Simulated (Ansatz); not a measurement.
This Zr₃S₂ structure is the end of a relaxation. The cell was found from a structure generator's guess, not taken from experiment.

The calculation used Ansatz 0.2.0, DFT PBE, scalar-relativistic, plane waves, PAW. Cutoff 420 eV, Γ-centred mesh, Gaussian smearing, no spin polarisation.

```xyz
5
Lattice="4.9883 0.0000 0.0000 -2.4942 4.3200 0.0000 0.0000 0.0000 4.8616" Properties=species:S:1:pos:R:3 pbc="T T T"
Zr    0.0000    2.8800    2.4308
Zr    2.4942    1.4400    2.4308
Zr    0.0000    0.0000    0.0000
S     0.0000    2.8800    0.0000
S     2.4942    1.4400    0.0000
```

Formation energies are uncorrected and refer to the elements' standard structures at the same level.

**Question.** Find its symmetry and describe it.

**Answer.** P6/mmm (No. 191). Conventional cell: a = 4.988 Å, c = 4.862 Å. Around Zr on a site of symmetry -6m2 lie 2 S at 2.43 Å and 3 Zr at 2.88 Å; Zr on a site of symmetry 6/mmm has 6 S at 2.88 Å; S is surrounded by 2 Zr at 2.43 Å, 3 S at 2.88 Å and 3 Zr at 2.88 Å.

**Question.** How far does it lie from the elements in energy?

**Answer.** −0.52 eV/atom.

**Question.** Is it a metal?

**Answer.** Yes, bands cross the Fermi level on the 12×12×8 mesh.

The last run used a 12×12×8 mesh (in the run's order of axes) for its 5-atom cell and Gaussian smearing of 0.10 eV. The cell is a metal run without spin; a magnetic state may lie lower. The reference form of S is held partly by dispersion forces, which this level lacks. Symmetry constrained the relaxation, so the result can be a saddle point. Another cell of Zr3S2 relaxed alike, in R32 (a Materials Project cell), lies 0.57 eV/atom lower, so this cell isn't the stable form at this level.
